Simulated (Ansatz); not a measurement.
This cell of Sc (hcp, Mg type) is off equilibrium:

```yaml
crystal:
  lattice:
    - [3.31943, 0.00000, 0.00000]
    - [-1.65971, 2.87471, 0.00000]
    - [0.00000, 0.00000, 5.16637]
  atoms:
    - { symbol: Sc, position: [0.24554, 0.60240, 0.71424] }
    - { symbol: Sc, position: [0.66667, 0.33333, 0.25000] }
```

The numbers are results of PBE (plane waves to 420 eV, PAW, scalar-relativistic; Ansatz, a program for electronic structure), not measurements. k mesh 13×13×7 (Γ-centred), Fermi-Dirac smearing 0.05 eV. Energies are smeared free energies. Compression counts positive. With partly filled bands, energies and forces of such displacements shift with the k mesh and the smearing. Sc is run without spin polarisation. Sc was relaxed with its symmetry unable to fall.

Question: Predict the force on every atom, in eV/Å.

Answer: 
```csv
atom,Fx,Fy,Fz
Sc1,0.308,0.268,0.803
Sc2,-0.308,-0.268,-0.803
```

Question: Give the stress tensor in GPa and the pressure.

Answer: 
```
    1.0      0.9      0.6
    0.9     -1.2      0.6
    0.6      0.6      1.8
```
The pressure, a third of the trace, is 0.5 GPa.

Question: In it atom 1 sits (-0.185, -0.185, -0.185) Å away from its relaxed site. What is its energy relative to the relaxed cell?

Answer: 126 meV/cell.

(A displaced cell: forces are minus the slopes of the energy, force constants its curvatures, and phonons follow from these.)
